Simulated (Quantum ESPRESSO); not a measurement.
CaZnMg2O4, a curve over one atom's position

A calculation, not a measurement. The program is pw.x of Quantum ESPRESSO 7.5 (plane-wave density functional theory). The cell is made up: 8 atoms on a rocksalt lattice, with randomly drawn elements, strain and displacements, not relaxed. PseudoDojo standard norm-conserving files (v0.5 for PBE, v0.4.1 for LDA and PBEsol) set the functional; there is no spin polarisation, spin-orbit coupling or dispersion term, and the masses in the input are unused placeholders.

Seven runs move atom 7 (O, counted in the order of the input) along x and keep all else fixed.

Input of the run at -0.0059:

```
&control calculation='scf', pseudo_dir='./dojo.nc.sr.pbe.v0_5.standard.upf', outdir='./o', disk_io='low', tprnfor=.true., tstress=.true. /
&system ibrav=0, nat=8, ntyp=4, nbnd=43, ecutwfc=84.00895049, nosym=.true., tot_charge=0,
 occupations='smearing', smearing='fd', degauss=0.0018374661
/
&electrons conv_thr=7.350e-09, electron_maxstep=60, /
ATOMIC_SPECIES
Ca 1.0 Ca.upf
Mg 1.0 Mg.upf
O 1.0 O.upf
Zn 1.0 Zn.upf
CELL_PARAMETERS angstrom
4.5334 0.0 0.0
0.0 4.5334 0.0
0.0 0.0 4.5334
ATOMIC_POSITIONS angstrom
Ca -0.0108 0.0087 -0.0349
Zn 0.0796 2.3518 2.1993
Mg 2.2456 0.0021 2.3144
Mg 2.2739 2.2633 -0.0935
O 2.2474 0.0057 0.0411
O 2.2596 2.229 2.2695
O 4.47 0.0084 2.307
O 4.4268 2.2759 -0.031
K_POINTS automatic
4 4 4 1 1 1
```

```
shift of atom 7 along x (Å)  free energy less that of the input shown (eV)  Fx on atom 7 (eV/Å)  Fy on atom 7 (eV/Å)  Fz on atom 7 (eV/Å)  pressure (GPa)  iterations
                    -0.1279                                         0.0611                0.760               -0.259               -0.670           -5.78          12
                    -0.0805                                         0.0304                0.547               -0.254               -0.682           -5.90          12
                    -0.0554                                         0.0178                0.451               -0.251               -0.687           -5.94          12
                    -0.0274                                         0.0067                0.347               -0.249               -0.692           -5.98          12
                    -0.0059                                         0.0000                0.272               -0.248               -0.694           -5.99          12
                    +0.0072                                        -0.0033                0.230               -0.247               -0.695           -6.00          12
                    +0.1245                                        -0.0079               -0.160               -0.245               -0.690           -5.90          12
```

A cubic fit gives dFx/dx = -3.34 eV/Å² at zero shift. Across the table the free energy follows the integral of the force to within 0.4 meV. A rerun of one of the cells at 1437 eV and a 6 x 6 x 6 mesh moved values by no more than 0.002 eV in energy, 0.04 GPa in stress and 0.005 eV/Å in force.